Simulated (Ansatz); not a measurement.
An Ansatz (a first-principles code) run. Input:

Ansatz 0.2 input:
```yaml
crystal:
  lattice:
    - [4.1053547508, 0.0, 0.0]
    - [0.0, 4.1053547508, 0.0]
    - [0.0, 0.0, 4.1053547508]
  atoms:
    - { symbol: Ti, position: [0.5, 0.5, 0.0] }
    - { symbol: Ti, position: [0.0, 0.5, 0.5] }
    - { symbol: Ti, position: [0.5, 0.0, 0.5] }
    - { symbol: Al, position: [0.0, 0.0, 0.0] }
    - { symbol: C, position: [0.5, 0.5, 0.5] }
kpoints:
  mp_grid: { grid: [10, 10, 10] }
hamiltonian:
  xc: lda
  pseudopotentials: { azcp: { folder: ./paw }, kind: paw }
scf:
  occupations: { method: fermi_dirac, width: 0.1 }
phonons:
  method: dfpt
  response_accuracy: low
  eigenvectors: true
  rigid_motions: translations
```

Output (shortened):

```
zone centre: on kpoints.mp_grid the ground state, and the responses unless they are solved on pairs of k-points, stand on 216 of the mesh's 1000 k-points, …
Pseudopotentials: kind: paw
Pseudopotential: Ti, paw, valence charge 12
Pseudopotential: Al, paw, valence charge 3
Pseudopotential: C, paw, valence charge 4
Functional definition: SPW92
Crystal: 5 atoms, lattice volume = 69.191 Å³
Basis set: ecut = 420 eV, 1357 PW (Γ), exchange–correlation on 60×60×60 points (8 copies of the dense FFT grid, shifted against one another)
Bands: 27, of which v1, the nominal top of the filled ones, is band 22 counted from 1 (21 counted from 0)
Symmetry: 48 space group operations
k-points: 216 of 1000 (irreducible under 8 space group operations)
PAW frozen core: Ti, regenerated for the run's functional, and the local potential with it
PAW frozen core: Al, regenerated for the run's functional, and the local potential with it
PAW frozen core: C, regenerated for the run's functional, and the local potential with it
Initial density: superposition of atomic densities (chi_scale 0.1, normalization cell, long waves kept (reshape's long-wave potential 0.00 eV rms))
Initial wavefunctions: pseudopotential atomic-orbital guess
Eigensolver: davidson
Functional: x = slater, c = lda
SCF iter   1: F=—  HF=-8112.407163 eV  |F-HF|=—  |Δ(HF+E_count)|=         —  Δρ=8.95e-2  dr2=9.09e0  ethr=3.10e-3  ⟨swp⟩=5.1  Hψ=21174  notcnv=0
all-band conjugate gradients solve this SCF's bands
preconditioner: auto → Kerker (q_TF=auto, 2.520 Å⁻¹)
SCF iter   2: F=—  HF=-8110.465701 eV  |F-HF|=—  |Δ(HF+E_count)|=    1.94e0  Δρ=2.79e-2  dr2=1.25e0  ethr=3.10e-3  ⟨swp⟩=3.5  Hψ=13460  notcnv=0
SCF iter   3: F=—  HF=-8110.150175 eV  |F-HF|=—  |Δ(HF+E_count)|=   3.16e-1  Δρ=1.17e-2  dr2=1.65e-1  ethr=2.90e-3  ⟨swp⟩=2.0  Hψ=10207  notcnv=0
SCF iter   4: F=—  HF=-8110.091087 eV  |F-HF|=—  |Δ(HF+E_count)|=   5.91e-2  Δρ=2.06e-3  dr2=7.04e-3  ethr=3.83e-4  ⟨swp⟩=2.0  Hψ=8857  notcnv=0
SCF iter   5: F=—  HF=-8110.088636 eV  |F-HF|=—  |Δ(HF+E_count)|=   2.45e-3  Δρ=5.03e-4  dr2=1.17e-4  ethr=1.64e-5  ⟨swp⟩=2.0  Hψ=8323  notcnv=0
SCF iter   6: F=—  HF=-8110.088613 eV  |F-HF|=—  |Δ(HF+E_count)|=   2.37e-5  Δρ=9.32e-5  dr2=5.87e-6  ethr=2.72e-7  ⟨swp⟩=2.3  Hψ=9135  notcnv=0
SCF iter   7: F=—  HF=-8110.088613 eV  |F-HF|=—  |Δ(HF+E_count)|=   5.30e-7  Δρ=1.88e-5  dr2=1.89e-7  ethr=1.37e-8  ⟨swp⟩=2.0  Hψ=6792  notcnv=0
SCF iter   8: F=—  HF=-8110.088610 eV  |F-HF|=—  |Δ(HF+E_count)|=   2.96e-6  Δρ=4.18e-6  dr2=7.34e-9  ethr=4.39e-10  ⟨swp⟩=2.0  Hψ=7648  notcnv=0
SCF iter  11: F=-8110.088610 eV  HF=-8110.088610 eV  |F-HF|=9.09e-13  |Δ(HF+E_count)|=  7.28e-12  Δρ=3.85e-8  dr2=1.20e-12  ethr=1.00e-12  ⟨swp⟩=5.1  Hψ=23203  notcnv=0
SCF 1 converged in 11 iterations: F = -8110.088610 eV  dr2 = 1.20e-12
DFPT response loops at Γ: preconditioner auto → Kerker (q_TF=auto, 2.520 Å⁻¹) (partly filled bands, converged f_vac=0.000) …
SCF converged after 11 iterations
Free energy (F): -8110.088610 eV
Harris-Foulkes:  -8110.088610 eV  (|F-HF|=9.09e-13)
Internal energy: -8109.991400 eV  (E = F + TS)
E sigma→0 (E₀):  -8110.040005 eV
Entropy (-TS):   -0.097211 eV (-19.442 meV/atom)
Fermi energy:    12.674342 eV
--- Per-component energies (eV) ---
  E_band       = -450.569592
  E_kinetic    = 956.417581
  E_local      = -3198.758269  (includes V_loc(G=0)·N_el)
  E_nonlocal   = 230.962245
  E_hartree    = 1311.543282
  E_xc         = -432.526183
  E_vxc        = -526.365186  (∫ρ·V_xc dr)
  E_paw        = -3519.175925  (= ΣΔE_a)
  E_vpaw       = -535.912214  (= ΣTr[D̂ρ^β])
  E_aug_tail   = -0.000261  (compensation charges beyond the density's cutoff)
  E_ewald      = -3459.550272
  E_core_change = 1.096401  (= ΣΔE_core)
  E_smearing   = -0.097211  (= −TS)
  E_closure    = 0.000000  (closes the sum)
  Σ components = -8110.088610   (vs F -8110.088610, Δ=0.00e0)
  [band-id]    e_kinetic+e_local+e_nonlocal+2·e_hartree+e_vxc+e_vpaw+e_augmentation_tail = -450.569539   (vs E_band -450.569592, Δ=5.25e-5)
--- Band table (eV; the first three rows and the last of 216) ---
  k-point 0: bands = ["-43.5455", "-43.4031", "-43.4031", "-20.3522", "-20.3522", "-20.3522", "-20.0257", "-20.0257", "-20.0257", "-19.8430", "-19.8430", "-19.8430", "0.8592", "5.6368", "10.8112", "10.8112", "10.8915", "10.8915", "10.8915", "11.0712", "11.0712", "11.0712", "14.1378", "14.1378", "14.1378", "14.9411", "14.9411"]
  k-point 1: bands = ["-43.5424", "-43.4062", "-43.4030", "-20.3450", "-20.3450", "-20.3413", "-20.0280", "-20.0280", "-20.0267", "-19.8571", "-19.8482", "-19.8482", "0.9327", "5.7054", "10.3191", "10.7196", "10.7196", "10.9008", "11.0547", "11.1083", "11.1746", "11.1746", "14.0768", "14.0806", "14.0806", "14.2631", "14.9455"]
  k-point 2: bands = ["-43.5336", "-43.4151", "-43.4029", "-20.3249", "-20.3249", "-20.3094", "-20.0352", "-20.0352", "-20.0292", "-19.8975", "-19.8617", "-19.8617", "1.1370", "5.8925", "9.6062", "10.4778", "10.4778", "10.8694", "11.1572", "11.2125", "11.2309", "11.2309", "13.6608", "13.9105", "14.0525", "14.0525", "14.9526"]
  k-point 215: bands = ["-43.4499", "-43.4499", "-43.4499", "-20.6255", "-20.2869", "-20.2869", "-20.2869", "-19.8680", "-19.8680", "-19.8680", "-19.8199", "-19.8199", "3.8050", "7.2743", "7.2743", "7.2743", "7.4259", "11.2771", "11.2771", "11.2771", "12.7616", "12.7616", "12.7616", "13.1504", "13.1504", "13.1504", "14.6541"]
  band table: 27 of 27 bands, residual norms ≤ 1.0e-3 eV
--- Phonons (Γ-DFPT): 4 representative perturbations + reference, on 216 of 1000 k-points (Σ response iterations 12) ---
  k mesh reduced under 8 symmetry operations, with k and −k counted as one. Each operation leaves every solved displacement unchanged or reverses it
  ASR residual: 7.225e-4 → 0.000e0 eV/Å²; symmetrization residual: 9.575e-6 eV/Å²
  ASR residual per site (eV/Å²): 7.22e-4 7.22e-4 7.22e-4 7.51e-6 1.22e-5
  Γ frequencies (cm⁻¹): 0.00 0.00 0.00 228.31 228.31 228.31 263.86 263.86 263.86 269.45 269.45 269.45 724.48 724.48 724.48
  non-analytic LO–TO correction: not included (Born effective charges unavailable; polar crystals: no LO–TO splitting at Γ)
```

Cost: roughly 2.8 core-minutes on shared cores.

Space group Pm-3m (anti-perovskite). The first step of the workflow began from a Materials Project structure, measured or hypothetical; the Crystallography Open Database copy checked does not list it. Whether it is the stable phase at ambient conditions was not checked. The cell was relaxed with LDA under the symmetry of its start; its stability against distortions is not shown here. The run is not spin-polarised. As this level gives no gap, phonon frequencies hold no LO–TO term and depend on the k-mesh and smearing (Fermi–Dirac, 0.1 eV here).

Potentials: the earlier of the program's two PAW sets. The files were generated under PBE; for other functionals the program regenerates the frozen cores, and for LDA and PBEsol the local potential too.

Ansatz is a plane-wave DFT program.
